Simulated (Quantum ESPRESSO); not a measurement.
HfOsAl2Rh3Mg, input and log of a self-consistent run

Computed values, not a measurement. The program is pw.x of Quantum ESPRESSO 7.5 (plane-wave density functional theory). The cell is made up: eight metal atoms on a face-centred cubic lattice, with elements, volume, strain and displacements drawn at random and not relaxed, so it may be unstable or far from any real phase. PseudoDojo standard norm-conserving files set the functional (PBE unless stated); there is no spin polarisation or spin-orbit coupling, the Fermi-Dirac width of 0.25 eV means electrons at about 2900 K, and the masses in the input are unused placeholders. Heavy elements are run without spin-orbit coupling, which real alloys of them have. A spin test at this wide smearing found no moment, but such smearing suppresses magnetism that the real alloy may have.

Input:

```
&control calculation='scf', pseudo_dir='./dojo.nc.sr.pbe.v0_5.standard.upf', outdir='./o', disk_io='minimal', tprnfor=.true., tstress=.true. /
&system ibrav=0, nat=8, ntyp=5, nbnd=62, ecutwfc=87.97787729, nosym=.true., tot_charge=0,
 occupations='smearing', smearing='fd', degauss=0.0183746611
/
&electrons conv_thr=1.470e-08, electron_maxstep=70, mixing_beta=0.5 /
ATOMIC_SPECIES
Al 1.0 Al.upf
Hf 1.0 Hf.upf
Mg 1.0 Mg.upf
Os 1.0 Os.upf
Rh 1.0 Rh.upf
CELL_PARAMETERS angstrom
0.0 -1.9771 -1.9771
-3.9543 1.9771 -1.9771
5.9314 5.9314 -3.9543
ATOMIC_POSITIONS angstrom
Hf 0.0594 0.0176 -0.0313
Os 0.0327 1.9137 -1.9198
Al -0.0662 3.9511 -3.8749
Rh 3.8509 3.9779 -3.9573
Rh -2.0354 -0.0656 -1.9418
Al -2.0546 2.0186 -4.0339
Mg 1.948 1.9181 -4.0044
Rh 1.9614 3.8962 -5.9669
K_POINTS automatic
8 5 3 1 1 1
```

The log is shortened where brackets say so; the opening notice, blank lines, dates and the lines on written files are dropped, and the path of the files is cut. It prints rydbergs, bohrs and kilobars, and counts compression as positive stress. Its total energy is the free energy E - TS of the whole cell.

```
     Program PWSCF v.7.5
     Parallel version (MPI & OpenMP), running on       4 processor cores
     Number of MPI processes:                 4
     Threads/MPI process:                     1
     [start-up lines left out]
     bravais-lattice index     =            0
     lattice parameter (alat)  =       5.2838  a.u.
     unit-cell volume          =     834.4832 (a.u.)^3
     number of atoms/cell      =            8
     number of atomic types    =            5
     number of electrons       =        95.00
     number of Kohn-Sham states=           62
     kinetic-energy cutoff     =      87.9779  Ry
     charge density cutoff     =     351.9115  Ry
     scf convergence threshold =      1.5E-08
     mixing beta               =       0.5000
     number of iterations used =            8  plain     mixing
     Exchange-correlation= PBE
                           (   1   4   3   4   0   0   0)
     [axes and pseudopotential details left out]
   Cartesian axes
     site n.     atom                  positions (alat units)
         1        Hf     tau(   1) = (   0.0212443   0.0062946  -0.0111944  )
         2        Os     tau(   2) = (   0.0116951   0.6844319  -0.6866135  )
         3        Al     tau(   3) = (  -0.0236763   1.4131049  -1.3858520  )
         4        Rh     tau(   4) = (   1.3772685   1.4226898  -1.4153223  )
         5        Rh     tau(   5) = (  -0.7279577  -0.0234617  -0.6944818  )
         6        Al     tau(   6) = (  -0.7348245   0.7219492  -1.4427181  )
         7        Mg     tau(   7) = (   0.6966992   0.6860055  -1.4321675  )
         8        Rh     tau(   8) = (   0.7014917   1.3934700  -2.1340526  )
     number of k points=    60  Fermi-Dirac smearing, width (Ry)=  0.0184
                       cart. coord. in units 2pi/alat
        k(    1) = (  -0.0092077   0.0173086  -0.1056969), wk =   0.0333333
        k(    2) = (  -0.1270547  -0.1005414   0.0121531), wk =   0.0333333
     [further k points left out]
     Dense  grid:    92987 G-vectors     FFT dimensions: (  32,  60, 108)
     Estimated max dynamical RAM per process >     331.95 MB
     Estimated total dynamical RAM >       1.23 GB
     Initial potential from superposition of free atoms
     starting charge      94.9903, renormalised to      95.0000
     Starting wfcs are   63 randomized atomic wfcs
     total cpu time spent up to now is        5.3 secs
     per-process dynamical memory:   260.5 Mb
     Self-consistent Calculation
     iteration #  1     ecut=    87.98 Ry     beta= 0.50
     Davidson diagonalization with overlap
     ethr =  1.00E-02,  avg # of iterations =  5.8
     total cpu time spent up to now is       19.1 secs
     total energy              =   -1145.00780749 Ry
     estimated scf accuracy    <       3.37138247 Ry
     iteration #  2     ecut=    87.98 Ry     beta= 0.50
     Davidson diagonalization with overlap
     ethr =  3.55E-03,  avg # of iterations =  4.0
     total cpu time spent up to now is       33.1 secs
     total energy              =   -1142.28671088 Ry
     estimated scf accuracy    <      99.92822468 Ry
     iteration #  3     ecut=    87.98 Ry     beta= 0.50
     Davidson diagonalization with overlap
     ethr =  3.55E-03,  avg # of iterations =  4.4
     total cpu time spent up to now is       47.5 secs
     total energy              =   -1146.96783838 Ry
     estimated scf accuracy    <       2.39717135 Ry
     iteration #  4     ecut=    87.98 Ry     beta= 0.50
     Davidson diagonalization with overlap
     ethr =  2.52E-03,  avg # of iterations =  1.1
     total cpu time spent up to now is       57.0 secs
     total energy              =   -1147.11986277 Ry
     estimated scf accuracy    <       0.66515770 Ry
     iteration #  5     ecut=    87.98 Ry     beta= 0.50
     Davidson diagonalization with overlap
     ethr =  7.00E-04,  avg # of iterations =  1.6
     total cpu time spent up to now is       67.0 secs
     total energy              =   -1147.13731614 Ry
     estimated scf accuracy    <       0.21721361 Ry
     [iterations 6 to 10 left out]
     iteration # 11     ecut=    87.98 Ry     beta= 0.50
     Davidson diagonalization with overlap
     ethr =  1.21E-06,  avg # of iterations =  1.7
     total cpu time spent up to now is      129.0 secs
     total energy              =   -1147.16388925 Ry
     estimated scf accuracy    <       0.00021515 Ry
     iteration # 12     ecut=    87.98 Ry     beta= 0.50
     Davidson diagonalization with overlap
     ethr =  2.26E-07,  avg # of iterations =  1.0
     total cpu time spent up to now is      138.3 secs
     total energy              =   -1147.16389848 Ry
     estimated scf accuracy    <       0.00000265 Ry
     iteration # 13     ecut=    87.98 Ry     beta= 0.50
     Davidson diagonalization with overlap
     ethr =  2.79E-09,  avg # of iterations =  2.6
     total cpu time spent up to now is      149.5 secs
     total energy              =   -1147.16389878 Ry
     estimated scf accuracy    <       0.00000034 Ry
     iteration # 14     ecut=    87.98 Ry     beta= 0.50
     Davidson diagonalization with overlap
     ethr =  3.55E-10,  avg # of iterations =  2.0
     total cpu time spent up to now is      159.8 secs
     total energy              =   -1147.16389881 Ry
     estimated scf accuracy    <       0.00000002 Ry
     iteration # 15     ecut=    87.98 Ry     beta= 0.50
     Davidson diagonalization with overlap
     ethr =  2.44E-11,  avg # of iterations =  3.1
     total cpu time spent up to now is      171.5 secs
     End of self-consistent calculation
     [lines on levels left out]
!    total energy              =   -1147.16389881 Ry
     estimated scf accuracy    <       0.00000001 Ry
     smearing contrib. (-TS)   =      -0.09428579 Ry
     internal energy E=F+TS    =   -1147.06961301 Ry
     The total energy is F=E-TS. E is the sum of the following terms:
     one-electron contribution =    -604.16478768 Ry
     hartree contribution      =     346.19481973 Ry
     xc contribution           =    -203.83053482 Ry
     ewald contribution        =    -685.26911025 Ry
     convergence has been achieved in  15 iterations
     Forces acting on atoms (cartesian axes, Ry/au):
     atom    1 type  2   force =    -0.07834897   -0.05861616    0.05568751
     atom    2 type  4   force =    -0.03499683    0.01865348   -0.02583778
     atom    3 type  1   force =     0.04390379    0.01326295   -0.03323880
     atom    4 type  5   force =     0.02613641   -0.02190888    0.00587895
     atom    5 type  5   force =     0.01332791    0.02295401   -0.02292137
     atom    6 type  1   force =     0.05655185   -0.00443810    0.01342150
     atom    7 type  3   force =     0.00755810    0.03081761   -0.00896410
     atom    8 type  5   force =    -0.03413226   -0.00072492    0.01597408
     Total force =     0.162658     Total SCF correction =     0.000589
     Computing stress (Cartesian axis) and pressure
          total   stress  (Ry/bohr**3)                   (kbar)     P=       28.00
   0.00010172   0.00002211  -0.00005901           14.96        3.25       -8.68
   0.00002211   0.00022981   0.00035048            3.25       33.81       51.56
  -0.00005901   0.00035048   0.00023949           -8.68       51.56       35.23
     init_run     :      5.01s CPU      5.19s WALL (       1 calls)
     electrons    :    165.71s CPU    166.21s WALL (       1 calls)
     forces       :      1.80s CPU      1.81s WALL (       1 calls)
     stress       :      6.29s CPU      6.29s WALL (       1 calls)
     [timing details left out]
     PWSCF        :   2m58.93s CPU   2m59.66s WALL
     JOB DONE.
```

In other units: free energy -15607.960 eV for the cell, pressure 2.80 GPa, largest force component 2.014 eV/Å in size. The run took 181 s of wall time with four MPI processes on a shared machine (AMD EPYC, Zen 5, virtual cores), so the time is rough. A rerun of this cell at a higher cutoff and on a denser mesh moved values by no more than 0.013 eV in energy, 0.10 GPa in stress and 0.012 eV/Å in force, and a second program with other atomic files agreed on that cell to 2 % rms in force and 0.5 GPa in pressure.